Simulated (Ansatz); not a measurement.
GaN:
```xyz
2
Lattice="0.0000 2.2492 2.2492 2.2492 0.0000 2.2492 2.2492 2.2492 0.0000" Properties=species:S:1:pos:R:3 pbc="T T T"
Ga     0.0000     0.0000     0.0000
N      1.1246     1.1246     1.1246
```

Tensor components refer to the Cartesian frame of this cell.

Problem. Give the high-frequency dielectric tensor and the Born effective charge tensors of the independent atoms from DFPT, plane-wave PAW PBEsol (Ansatz code).

Solution. 
ε∞:
```
6.00  0.00  0.00
0.00  6.00  0.00
0.00  0.00  6.00
```
Z* of atom 1 (Ga), rows: field, columns: displacement, in e:
```
2.66  0.00  0.00
0.00  2.66  0.00
0.00  0.00  2.66
```
Z* of atom 2 (N), rows: field, columns: displacement, in e:
```
-2.66   0.00   0.00
 0.00  -2.66   0.00
 0.00   0.00  -2.66
```

Space group F-43m (zinc blende). Symmetry was held in the PBEsol relaxation. Scalar-relativistic: spin–orbit coupling is off unless named, which matters more the heavier the elements.

Potentials: the earlier of the program's two PAW sets. The files were generated under PBE; for other functionals the program regenerates the frozen cores, and for LDA and PBEsol the local potential too.
